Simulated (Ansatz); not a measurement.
A relaxed cell of LaRhS3 is given with its symmetry left out. The cell was found from a structure generator's guess, not taken from experiment.

Computed with Ansatz 0.2.0, DFT PBE, scalar-relativistic, plane waves, PAW. Cutoff 420 eV, Γ-centred mesh, Gaussian smearing, collinear spin.

```xyz
5
Lattice="4.6751 0.0000 0.0000 0.0000 4.6751 0.0000 0.0000 0.0000 4.6751" Properties=species:S:1:pos:R:3 pbc="T T T"
La    2.3376    2.3376    2.3376
Rh    0.0000    0.0000    0.0000
S     2.3376    0.0000    0.0000
S     0.0000    2.3376    0.0000
S     0.0000    0.0000    2.3376
```

The zero of energy is the elements' standard structures at the same level; no fitted shifts are applied.

Question: Find its symmetry and describe it.

Answer: Pm-3m (No. 221), the cubic perovskite type. Conventional cell: a = 4.675 Å. Around La lie 12 S at 3.31 Å; around Rh lie 6 S at 2.34 Å; around S lie 2 Rh at 2.34 Å, 4 La at 3.31 Å and 8 S at 3.31 Å.

Question: How far does it lie from the elements in energy?

Answer: −0.96 eV/atom. Whether it is stable depends on the other phases of the system, which aren't compared here.

Question: Is it a metal?

Answer: Yes, bands cross the Fermi level on the 8×8×8 mesh.

Question: Which magnetic moments does it keep?

Answer: 0.00 μB per atom net, the space between the atoms included; by site: all under 0.1 μB.

The last run used collinear spin, an 8×8×8 mesh for its 5-atom cell and Gaussian smearing of 0.10 eV. The reference form of S is held partly by dispersion forces, which this level lacks. A structure relaxed within its symmetry needn't be a true minimum.
